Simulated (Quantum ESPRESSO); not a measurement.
## SiAsF3O3 (input and log of a self-consistent run)

A calculation, not a measurement. The program is pw.x of Quantum ESPRESSO 7.5 (plane-wave density functional theory). The cell is made up: 8 atoms on a quartz lattice with one site empty, with randomly drawn elements, strain and displacements, not relaxed. PseudoDojo standard norm-conserving files (v0.5 for PBE, v0.4.1 for LDA and PBEsol) set the functional; there is no spin polarisation, spin-orbit coupling or dispersion term, and the masses in the input are unused placeholders.

Input:

```
&control calculation='scf', pseudo_dir='./dojo.nc.sr.pbe.v0_5.standard.upf', outdir='./o', disk_io='medium', tprnfor=.true., tstress=.true. /
&system ibrav=0, nat=8, ntyp=4, nbnd=35, ecutwfc=105.61755193, nosym=.true., tot_charge=0,
 occupations='smearing', smearing='fd', degauss=0.0018374661
/
&electrons conv_thr=7.350e-09, electron_maxstep=60, /
ATOMIC_SPECIES
As 1.0 As.upf
F 1.0 F.upf
O 1.0 O.upf
Si 1.0 Si.upf
CELL_PARAMETERS angstrom
5.077 0.0 0.0
-2.5385 4.3968 0.0
0.0 0.0 5.6033
ATOMIC_POSITIONS angstrom
Si 2.3489 -0.0136 3.6396
As -1.1561 2.0216 1.9745
F 1.3713 1.192 4.2326
O 3.3092 0.7579 2.6146
F 2.9851 2.5546 0.7811
F 0.2584 1.9201 1.1367
O -1.0811 3.2522 3.043
O 0.8477 3.6983 4.8616
K_POINTS automatic
7 7 6 1 1 1
```

The log is shortened where brackets say so; the opening notice, blank lines, dates and the lines on written files are dropped, and the path of the files is cut. It prints rydbergs, bohrs and kilobars, and counts compression as positive stress. With no partly filled state, the Fermi energy that it prints is only some level between the filled and the empty states on the mesh, and need not lie in the true gap.

```
     Program PWSCF v.7.5
     Parallel version (MPI & OpenMP), running on       1 processor cores
     Number of MPI processes:                 1
     Threads/MPI process:                     1
     [start-up lines left out]
     bravais-lattice index     =            0
     lattice parameter (alat)  =       9.5941  a.u.
     unit-cell volume          =     844.0814 (a.u.)^3
     number of atoms/cell      =            8
     number of atomic types    =            4
     number of electrons       =        58.00
     number of Kohn-Sham states=           35
     kinetic-energy cutoff     =     105.6176  Ry
     charge density cutoff     =     422.4702  Ry
     scf convergence threshold =      7.3E-09
     mixing beta               =       0.7000
     number of iterations used =            8  plain     mixing
     Exchange-correlation= PBE
                           (   1   4   3   4   0   0   0)
     [axes and pseudopotential details left out]
   Cartesian axes
     site n.     atom                  positions (alat units)
         1        Si     tau(   1) = (   0.4626551  -0.0026787   0.7168800  )
         2        As     tau(   2) = (  -0.2277132   0.3981879   0.3889108  )
         3        F      tau(   3) = (   0.2701005   0.2347843   0.8336813  )
         4        O      tau(   4) = (   0.6518022   0.1492811   0.5149892  )
         5        F      tau(   5) = (   0.5879653   0.5031712   0.1538507  )
         6        F      tau(   6) = (   0.0508962   0.3781958   0.2238921  )
         7        O      tau(   7) = (  -0.2129407   0.6405751   0.5993697  )
         8        O      tau(   8) = (   0.1669687   0.7284420   0.9575734  )
     number of k points=   147  Fermi-Dirac smearing, width (Ry)=  0.0018
     Number of k-points >= 100: set verbosity='high' to print them.
     Dense  grid:   123729 G-vectors     FFT dimensions: (  64,  64,  72)
     Estimated max dynamical RAM per process >     158.14 MB
     Initial potential from superposition of free atoms
     starting charge      57.9991, renormalised to      58.0000
     Starting wfcs are   37 randomized atomic wfcs
     total cpu time spent up to now is       97.2 secs
     per-process dynamical memory:   118.9 Mb
     Self-consistent Calculation
     iteration #  1     ecut=   105.62 Ry     beta= 0.70
     Davidson diagonalization with overlap
     ethr =  1.00E-02,  avg # of iterations =  3.0
     total cpu time spent up to now is      436.5 secs
     total energy              =    -466.71217640 Ry
     estimated scf accuracy    <       2.16061408 Ry
     iteration #  2     ecut=   105.62 Ry     beta= 0.70
     Davidson diagonalization with overlap
     ethr =  3.73E-03,  avg # of iterations =  4.1
     total cpu time spent up to now is      682.9 secs
     total energy              =    -465.69779513 Ry
     estimated scf accuracy    <       9.18402999 Ry
     iteration #  3     ecut=   105.62 Ry     beta= 0.70
     Davidson diagonalization with overlap
     ethr =  3.73E-03,  avg # of iterations =  3.0
     total cpu time spent up to now is      922.3 secs
     total energy              =    -467.69164476 Ry
     estimated scf accuracy    <       1.00405499 Ry
     iteration #  4     ecut=   105.62 Ry     beta= 0.70
     Davidson diagonalization with overlap
     ethr =  1.73E-03,  avg # of iterations =  2.0
     total cpu time spent up to now is     1096.9 secs
     total energy              =    -467.70639230 Ry
     estimated scf accuracy    <       0.26604447 Ry
     iteration #  5     ecut=   105.62 Ry     beta= 0.70
     Davidson diagonalization with overlap
     ethr =  4.59E-04,  avg # of iterations =  2.0
     total cpu time spent up to now is     1290.2 secs
     total energy              =    -467.68795690 Ry
     estimated scf accuracy    <       0.10226466 Ry
     [iterations 6 to 10 left out]
     iteration # 11     ecut=   105.62 Ry     beta= 0.70
     Davidson diagonalization with overlap
     ethr =  4.46E-08,  avg # of iterations =  1.6
     total cpu time spent up to now is     2583.9 secs
     total energy              =    -467.68927466 Ry
     estimated scf accuracy    <       0.00000772 Ry
     iteration # 12     ecut=   105.62 Ry     beta= 0.70
     Davidson diagonalization with overlap
     ethr =  1.33E-08,  avg # of iterations =  2.5
     total cpu time spent up to now is     2801.8 secs
     total energy              =    -467.68927653 Ry
     estimated scf accuracy    <       0.00000080 Ry
     iteration # 13     ecut=   105.62 Ry     beta= 0.70
     Davidson diagonalization with overlap
     ethr =  1.37E-09,  avg # of iterations =  2.0
     total cpu time spent up to now is     2986.7 secs
     total energy              =    -467.68927659 Ry
     estimated scf accuracy    <       0.00000010 Ry
     iteration # 14     ecut=   105.62 Ry     beta= 0.70
     Davidson diagonalization with overlap
     ethr =  1.71E-10,  avg # of iterations =  2.1
     total cpu time spent up to now is     3121.9 secs
     total energy              =    -467.68927660 Ry
     estimated scf accuracy    <       0.00000001 Ry
     iteration # 15     ecut=   105.62 Ry     beta= 0.70
     Davidson diagonalization with overlap
     ethr =  2.55E-11,  avg # of iterations =  3.7
     total cpu time spent up to now is     3276.3 secs
     End of self-consistent calculation
     Number of k-points >= 100: set verbosity='high' to print the bands.
     the Fermi energy is     3.9784 ev
!    total energy              =    -467.68927660 Ry
     estimated scf accuracy    <          3.2E-10 Ry
     smearing contrib. (-TS)   =      -0.00000003 Ry
     internal energy E=F+TS    =    -467.68927657 Ry
     The total energy is F=E-TS. E is the sum of the following terms:
     one-electron contribution =    -358.74911989 Ry
     hartree contribution      =     203.57595725 Ry
     xc contribution           =    -109.32086807 Ry
     ewald contribution        =    -203.19524585 Ry
     convergence has been achieved in  15 iterations
     Forces acting on atoms (cartesian axes, Ry/au):
     atom    1 type  4   force =     0.14430056    0.00443288    0.39226460
     atom    2 type  1   force =     0.09562659    0.12606676   -0.08059890
     atom    3 type  2   force =     0.02260327   -0.05951910   -0.05906401
     atom    4 type  3   force =    -0.03186937   -0.15905231    0.00197372
     atom    5 type  2   force =    -0.08402956    0.04143108   -0.09167113
     atom    6 type  2   force =     0.05716856   -0.02980027   -0.00172879
     atom    7 type  3   force =    -0.08497725   -0.02202011   -0.02581803
     atom    8 type  3   force =    -0.11882279    0.09846108   -0.13535746
     Total force =     0.558529     Total SCF correction =     0.000039
     Computing stress (Cartesian axis) and pressure
          total   stress  (Ry/bohr**3)                   (kbar)     P=      100.89
   0.00053927   0.00070891  -0.00023703           79.33      104.28      -34.87
   0.00070891   0.00109112  -0.00009875          104.28      160.51      -14.53
  -0.00023703  -0.00009875   0.00042718          -34.87      -14.53       62.84
     init_run     :     95.70s CPU     97.11s WALL (       1 calls)
     electrons    :   3076.29s CPU   3179.09s WALL (       1 calls)
     forces       :     19.96s CPU     20.23s WALL (       1 calls)
     stress       :    117.60s CPU    118.29s WALL (       1 calls)
     [timing details left out]
     PWSCF        :  55m10.57s CPU  56m58.36s WALL
     JOB DONE.
```

In other units: free energy -6363.237 eV for the cell, pressure 10.09 GPa, largest force component 10.086 eV/Å. This run is the check on a run of the same cell at 1143 eV and a 5 x 5 x 4 mesh: rerunning at 1437 eV and a 7 x 7 x 6 mesh moved values by no more than 0.004 eV in energy, 0.02 GPa in stress and 0.002 eV/Å in force.